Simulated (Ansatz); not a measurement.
## Magnetic states of Mn$_{2}$Hg$_{5}$

```yaml
crystal:
  lattice:
    - [9.75770, 0.00000, 0.00000]
    - [0.00000, 9.75770, 0.00000]
    - [0.00000, 0.00000, 2.99800]
  atoms:
    - { symbol: Mn, position: [0.18000, 0.68000, 0.50000] }
    - { symbol: Mn, position: [0.32000, 0.18000, 0.50000] }
    - { symbol: Mn, position: [0.82000, 0.32000, 0.50000] }
    - { symbol: Mn, position: [0.68000, 0.82000, 0.50000] }
    - { symbol: Hg, position: [0.06300, 0.20400, 0.00000] }
    - { symbol: Hg, position: [0.79600, 0.06300, 0.00000] }
    - { symbol: Hg, position: [0.93700, 0.79600, 0.00000] }
    - { symbol: Hg, position: [0.20400, 0.93700, 0.00000] }
    - { symbol: Hg, position: [0.56300, 0.29600, 0.00000] }
    - { symbol: Hg, position: [0.29600, 0.43700, 0.00000] }
    - { symbol: Hg, position: [0.43700, 0.70400, 0.00000] }
    - { symbol: Hg, position: [0.70400, 0.56300, 0.00000] }
    - { symbol: Hg, position: [0.00000, 0.50000, 0.00000] }
    - { symbol: Hg, position: [0.50000, 0.00000, 0.00000] }
```

All energies were calculated with Ansatz 0.2.0 (r2SCAN; 500 eV; 3×3×10 Γ-centred mesh; fermi-dirac occupations of width 0.050 eV). The atoms are fixed and numbered as listed; spin is collinear, without spin-orbit coupling.

Different starts of the self-consistent cycle ended in different solutions. Their moments in μB:

```tsv
state	Mn1	Mn2	Mn3	Mn4	other atoms together	size of the net moment a cell
A	0.00	0.00	0.00	0.00	0.00	0.00
B	4.20	4.20	4.20	-4.21	-0.08	8.35
C	4.20	4.20	-4.20	-4.20	0.00	0.00
D	4.16	4.16	4.16	4.16	-0.27	16.30
E	4.20	-4.20	4.20	-4.20	0.00	0.00
```

Site moments are taken in small spheres that don't touch (radius about 0.4 of the atom's shortest bond), so those of the magnetic atoms read low, and they needn't add up to the net moment. State A was run without spin polarisation.

Q: What is the order in energy at zero smearing?

A: State E (antiparallel, compensated) is lowest; C (antiparallel, compensated) lies 8.5 meV above it, B (antiparallel, not compensated) lies 9.6 meV above it, D (parallel moments) lies 16.4 meV above it, A (without moments) lies 684 meV above it, all counted an atom of the cell.

Q: Which states have a gap on the mesh, and what pressure does each exert on this cell?

A: A: no gap, -8.2 GPa; B: no gap, 2.2 GPa; C: no gap, 2.2 GPa; D: no gap, 2.1 GPa; E: no gap, 2.1 GPa (positive in compression). Moments take up room: without them the pressure is lower, so that state wants a smaller cell.

Q: How much does the cell gain by forming moments?

A: 684 meV an atom of the cell, or 2395 meV for each Mn atom, against state A, which has none. In a metal like this the level decides whether moments form at all, so this is no ordering energy.

Of 4 runs begun from atoms with typed moments, each in a different pattern, 1 ended in state E: one start isn't enough to call a state the ground state.

The cell is that of a Crystallography Open Database entry, unchanged.

Caveats: only orders that fit this cell and collinear spins were tried, so the true order may need a larger cell or canted moments; atoms and cell are not relaxed, and each state would relax in its own way; r2SCAN overestimates the moments and magnetic energies of itinerant metals, and can make a paramagnetic metal magnetic; the k mesh is coarse, so differences of a few meV are uncertain where a state is a metal; one start a pattern, so a lower state of the same pattern may exist; the nearest magnetic pairs stand parallel in every state found, so their coupling isn't measured.
